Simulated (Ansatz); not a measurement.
Si$_{2}$As in Ansatz, relaxation

The command:

```bash
ansatz run input.yaml --threads 2 --pin off --max-ram 2560MiB --backend cpu --events-out ev --progress --plain --runs-dir out
```

The input file (Ansatz 0.2.0, plane waves):

```yaml
crystal:
  lattice:
    - [0.0, 4.169358, 0.0]
    - [4.169358, 0.0, 0.0]
    - [2.084679, 2.084679, -7.054586]
  atoms:
    - { symbol: Si, position: [0.5, 0.0, 0.0] }
    - { symbol: Si, position: [0.0, 0.5, 0.0] }
    - { symbol: Si, position: [0.325, 0.325, 0.35] }
    - { symbol: Si, position: [0.675, 0.675, 0.65] }
    - { symbol: As, position: [0.136, 0.136, 0.728] }
    - { symbol: As, position: [0.864, 0.864, 0.272] }
  symmetry: { tolerance: 0.0003 }
kpoints:
  mp_grid: { grid: [7, 7, 7], shift: [0, 0, 0] }
magnetization:
  spin_polarized: false
scf:
  occupations: { method: fermi_dirac }
  lower_state_search: "off"
hamiltonian:
  pseudopotentials: { kind: paw }
  xc: r2scan
basis:
  ecutwfc: 500
  fft_grid_basis: typed
relax:
  max_steps: 60
output:
  forces: true
  stress: true
  eigenvalues: true
  bader: true
  populations: true
  elf: true
  write_potential: true
  volumetric_format: npy
  dos:
    e_range: [-12, 8]
    de: 0.05
    projected: { site_lists: { As: [As], Si: [Si] } }
checkpoint:
  read: saved_state
```

Origin of the cell: a known structure type with other elements, at an estimated volume, so it need not be a known compound.

The smearing width isn't typed, so it takes its default of 0.1 eV.

The saved state is a converged single point of the same cell.

Steps:

```
step  ΔF (meV/atom)  max force component (eV/Å)  SCF iterations  step was
   1            0.0                       0.539               7  accepted
   2          -24.5                       0.307               6  accepted
   3          -46.4                       0.163               7  accepted
   4          -51.7                       0.169               6  accepted
   5          -57.5                       0.120               6  accepted
   6          -59.3                       0.380               6  accepted
   7         -105.6                       0.822               6  accepted
   8         -224.6                       1.214               7  accepted
   9         -323.6                       0.500               6  accepted
  10         -335.5                       0.269               6  accepted
  11         -338.7                       0.019               5  accepted
  12         -338.7                       0.019               4  accepted
  13         -338.7                       0.002               4  accepted
```

Step 1, with forces in eV/Å:

```xyz
6
Lattice="0.000 4.169 0.000 4.169 0.000 0.000 2.085 2.085 -7.055" Properties=species:S:1:pos:R:3:forces:R:3 pbc="T T T" step=1
Si    0.000    2.085    0.000    0.000    0.000    0.000
Si    2.085    0.000    0.000    0.000    0.000    0.000
Si    2.085    2.085   -2.469    0.000    0.000    0.073
Si    4.169    4.169   -4.585    0.000    0.000   -0.073
As    2.085    2.085   -5.136    0.000    0.000    0.539
As    4.169    4.169   -1.919    0.000    0.000   -0.539
```

Step 2, with forces in eV/Å:

```xyz
6
Lattice="0.000 4.169 0.000 4.169 0.000 0.000 2.085 2.085 -7.055" Properties=species:S:1:pos:R:3:forces:R:3 pbc="T T T" step=2
Si    0.000    2.085    0.000    0.000    0.000    0.000
Si    2.085    0.000    0.000    0.000    0.000    0.000
Si    2.085    2.085   -2.363    0.000    0.000    0.189
Si    4.169    4.169   -4.692    0.000    0.000   -0.189
As    2.085    2.085   -4.997    0.000    0.000    0.307
As    4.169    4.169   -2.058    0.000    0.000   -0.307
```

Step 3, with forces in eV/Å:

```xyz
6
Lattice="0.000 4.169 0.000 4.169 0.000 0.000 2.085 2.085 -7.055" Properties=species:S:1:pos:R:3:forces:R:3 pbc="T T T" step=3
Si    0.000    2.085    0.000    0.000    0.000    0.000
Si    2.085    0.000    0.000    0.000    0.000    0.000
Si    2.085    2.085   -2.167    0.000    0.000    0.039
Si    4.169    4.169   -4.887    0.000    0.000   -0.039
As    2.085    2.085   -4.823    0.000    0.000    0.163
As    4.169    4.169   -2.231    0.000    0.000   -0.163
```

Step 4, with forces in eV/Å:

```xyz
6
Lattice="0.000 4.169 0.000 4.169 0.000 0.000 2.085 2.085 -7.055" Properties=species:S:1:pos:R:3:forces:R:3 pbc="T T T" step=4
Si    0.000    2.085    0.000    0.000    0.000    0.000
Si    2.085    0.000    0.000    0.000    0.000    0.000
Si    2.085    2.085   -2.050    0.000    0.000   -0.113
Si    4.169    4.169   -5.004    0.000    0.000    0.113
As    2.085    2.085   -4.693    0.000    0.000    0.169
As    4.169    4.169   -2.362    0.000    0.000   -0.169
```

Step 5, with forces in eV/Å:

```xyz
6
Lattice="0.000 4.169 0.000 4.169 0.000 0.000 2.085 2.085 -7.055" Properties=species:S:1:pos:R:3:forces:R:3 pbc="T T T" step=5
Si    0.000    2.085    0.000    0.000    0.000    0.000
Si    2.085    0.000    0.000    0.000    0.000    0.000
Si    2.085    2.085   -1.984    0.000    0.000   -0.096
Si    4.169    4.169   -5.070    0.000    0.000    0.096
As    2.085    2.085   -4.541    0.000    0.000    0.120
As    4.169    4.169   -2.513    0.000    0.000   -0.120
```

Step 6, with forces in eV/Å:

```xyz
6
Lattice="0.000 4.169 0.000 4.169 0.000 0.000 2.085 2.085 -7.055" Properties=species:S:1:pos:R:3:forces:R:3 pbc="T T T" step=6
Si    0.000    2.085    0.000    0.000    0.000    0.000
Si    2.085    0.000    0.000    0.000    0.000    0.000
Si    2.085    2.085   -1.920    0.000    0.000    0.380
Si    4.169    4.169   -5.135    0.000    0.000   -0.380
As    2.085    2.085   -4.350    0.000    0.000   -0.110
As    4.169    4.169   -2.705    0.000    0.000    0.110
```

Step 7, with forces in eV/Å:

```xyz
6
Lattice="0.000 4.169 0.000 4.169 0.000 0.000 2.085 2.085 -7.055" Properties=species:S:1:pos:R:3:forces:R:3 pbc="T T T" step=7
Si    0.000    2.085    0.000    0.000    0.000    0.000
Si    2.085    0.000    0.000    0.000    0.000    0.000
Si    2.085    2.085   -1.769    0.000    0.000    0.822
Si    4.169    4.169   -5.286    0.000    0.000   -0.822
As    2.085    2.085   -4.154    0.000    0.000    0.695
As    4.169    4.169   -2.901    0.000    0.000   -0.695
```

Step 8, with forces in eV/Å:

```xyz
6
Lattice="0.000 4.169 0.000 4.169 0.000 0.000 2.085 2.085 -7.055" Properties=species:S:1:pos:R:3:forces:R:3 pbc="T T T" step=8
Si    0.000    2.085    0.000    0.000    0.000    0.000
Si    2.085    0.000    0.000    0.000    0.000    0.000
Si    2.085    2.085   -1.596    0.000    0.000    0.843
Si    4.169    4.169   -5.459    0.000    0.000   -0.843
As    2.085    2.085   -3.958    0.000    0.000    1.214
As    4.169    4.169   -3.096    0.000    0.000   -1.214
```

Step 9, with forces in eV/Å:

```xyz
6
Lattice="0.000 4.169 0.000 4.169 0.000 0.000 2.085 2.085 -7.055" Properties=species:S:1:pos:R:3:forces:R:3 pbc="T T T" step=9
Si    0.000    2.085    0.000    0.000    0.000    0.000
Si    2.085    0.000    0.000    0.000    0.000    0.000
Si    2.085    2.085   -1.439    0.000    0.000    0.462
Si    4.169    4.169   -5.616    0.000    0.000   -0.462
As    2.085    2.085   -3.758    0.000    0.000    0.500
As    4.169    4.169   -3.296    0.000    0.000   -0.500
```

Step 10, with forces in eV/Å:

```xyz
6
Lattice="0.000 4.169 0.000 4.169 0.000 0.000 2.085 2.085 -7.055" Properties=species:S:1:pos:R:3:forces:R:3 pbc="T T T" step=10
Si    0.000    2.085    0.000    0.000    0.000    0.000
Si    2.085    0.000    0.000    0.000    0.000    0.000
Si    2.085    2.085   -1.321    0.000    0.000   -0.269
Si    4.169    4.169   -5.734    0.000    0.000    0.269
As    2.085    2.085   -3.615    0.000    0.000   -0.235
As    4.169    4.169   -3.439    0.000    0.000    0.235
```

Step 11, with forces in eV/Å:

```xyz
6
Lattice="0.000 4.169 0.000 4.169 0.000 0.000 2.085 2.085 -7.055" Properties=species:S:1:pos:R:3:forces:R:3 pbc="T T T" step=11
Si    0.000    2.085    0.000    0.000    0.000    0.000
Si    2.085    0.000    0.000    0.000    0.000    0.000
Si    2.085    2.085   -1.358    0.000    0.000    0.019
Si    4.169    4.169   -5.696    0.000    0.000   -0.019
As    2.085    2.085   -3.660    0.000    0.000    0.002
As    4.169    4.169   -3.394    0.000    0.000   -0.002
```

Step 12, with forces in eV/Å:

```xyz
6
Lattice="0.000 4.169 0.000 4.169 0.000 0.000 2.085 2.085 -7.055" Properties=species:S:1:pos:R:3:forces:R:3 pbc="T T T" step=12
Si    0.000    2.085    0.000    0.000    0.000    0.000
Si    2.085    0.000    0.000    0.000    0.000    0.000
Si    2.085    2.085   -1.358    0.000    0.000    0.019
Si    4.169    4.169   -5.696    0.000    0.000   -0.019
As    2.085    2.085   -3.660    0.000    0.000    0.002
As    4.169    4.169   -3.394    0.000    0.000   -0.002
```

Step 13, with forces in eV/Å:

```xyz
6
Lattice="0.000 4.169 0.000 4.169 0.000 0.000 2.085 2.085 -7.055" Properties=species:S:1:pos:R:3:forces:R:3 pbc="T T T" step=13
Si    0.000    2.085    0.000    0.000    0.000    0.000
Si    2.085    0.000    0.000    0.000    0.000    0.000
Si    2.085    2.085   -1.356    0.000    0.000   -0.002
Si    4.169    4.169   -5.698    0.000    0.000    0.002
As    2.085    2.085   -3.659    0.000    0.000    0.002
As    4.169    4.169   -3.396    0.000    0.000   -0.002
```

```yaml
Free_energy_lowered_by: 338.7 meV/atom
Final_pressure: -2.33 GPa
Relaxation_steps_listed: 13
Gap_on_the_mesh: none (metal)
```

Caveats: the SCF threshold is looser than advised for a stress; the relaxation held the start's symmetry, so the end may be a saddle point.

It ran for 3 min on 2 threads of Intel(R) Xeon(R) Platinum 8488C (Sapphire Rapids), with other jobs on the host, peak memory 0.83 GiB, from a saved density.
